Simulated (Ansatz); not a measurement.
Calculated coordination and O-17 quadrupole coupling for TiGa2O5

Cell: a Materials Project structure (computed, not necessarily an observed phase).

```cif
data_TiGa2O5
_symmetry_space_group_name_H-M 'Cmcm'
_symmetry_Int_Tables_number 63
_cell_length_a 3.6610
_cell_length_b 9.9349
_cell_length_c 10.0888
_cell_angle_alpha 90.000
_cell_angle_beta 90.000
_cell_angle_gamma 90.000
loop_
_atom_site_label
_atom_site_type_symbol
_atom_site_symmetry_multiplicity
_atom_site_Wyckoff_symbol
_atom_site_fract_x
_atom_site_fract_y
_atom_site_fract_z
Ti Ti 4 c 0.5000 0.6792 0.2500
Ga Ga 8 f 0.5000 0.6368 0.9409
O7 O 8 f 0.5000 0.5470 0.3807
O9 O 8 f 0.5000 0.1924 0.5754
O11 O 4 c 0.5000 0.7487 0.7500
```

One atom of each set is listed; the run and its k-mesh use a cell of 16 atoms with edges of 5.29, 5.29, 10.09 Å.

The numbers come from a DFT calculation in Ansatz (PBE, plane waves and PAW, scalar-relativistic, 420 eV cutoff, Γ-centred 7×7×3 k-points, Fermi–Dirac smearing 0.02 eV).

Q(O-17) = -25.58 mb.

Problem. Order the O environments from the weakest to the strongest quadrupole coupling.
A. O9: 3 Ga at 1.92–2.17 Å, 1 Ti at 2.17 Å
B. O11: 2 Ti at 1.97 Å, 2 Ga at 2.22 Å
C. O7: 1 Ti at 1.86 Å, 2 Ga at 1.92–2.01 Å

Solution. B (1.23 MHz, η = 0.78), C (2.30 MHz, η = 0.83), A (3.64 MHz, η = 0.24).

Like point charges on the first shell alone (each adding as 1/d³) would give another order (O11 < O9 < O7): the covalent part of each bond and the atoms beyond the first shell count as well.
